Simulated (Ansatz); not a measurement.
In:
```cif
data_In
_chemical_formula_sum 'In1'
_space_group_name_H-M_alt 'P 1'
_space_group_IT_number 1
_cell_length_a 3.23472
_cell_length_b 3.23472
_cell_length_c 3.23472
_cell_angle_alpha 117.994
_cell_angle_beta 117.994
_cell_angle_gamma 93.511
loop_
_space_group_symop_operation_xyz
  'x, y, z'
loop_
_atom_site_label
_atom_site_type_symbol
_atom_site_fract_x
_atom_site_fract_y
_atom_site_fract_z
_atom_site_occupancy
In1 In 0.00000 0.00000 0.00000 1
```

Relaxed with the program Ansatz at the LDA level (PAW). Indices refer to the conventional cell of I4/mmm, a = 3.332 Å, b = 3.332 Å, c = 4.432 Å, α = 90.00°, β = 90.00°, γ = 90.00°.

Q: Simulate the powder diffraction pattern (Ag Kα, λ = 0.560885 Å; lines above 1 %) up to 2θ = 30°.

A: Simulated powder pattern, Ag Kα, λ = 0.560885 Å (kinematic, ideal powder, no thermal factors, no anomalous dispersion; the 30 strongest lines at most, above 1 %, up to 2θ = 30°):

| 2θ (°) | d (Å) | I/Imax (%) | hkl |
|---|---|---|---|
| 12.09 | 2.664 | 100 | (101) |
| 13.67 | 2.356 | 36 | (110) |
| 14.54 | 2.216 | 15 | (002) |
| 19.38 | 1.666 | 14 | (200) |
| 20.01 | 1.614 | 25 | (112) |
| 22.90 | 1.413 | 33 | (211) |
| 23.97 | 1.351 | 14 | (103) |
| 24.31 | 1.332 | 13 | (202) |
| 27.54 | 1.178 | 4.5 | (220) |
| 29.32 | 1.108 | 1.8 | (004) |

Its axis ratio c/a = 1.33 departs by over 6 % from that of the usual cell of this phase: another minimum, or an error of the functional. The LDA relaxation kept the symmetry of its start; its stability against distortions is not shown here. Axis ratios of metals converge slowly with the k-mesh, so a and c are less sure than the volume.

Potentials: the later of the program's two PAW sets.
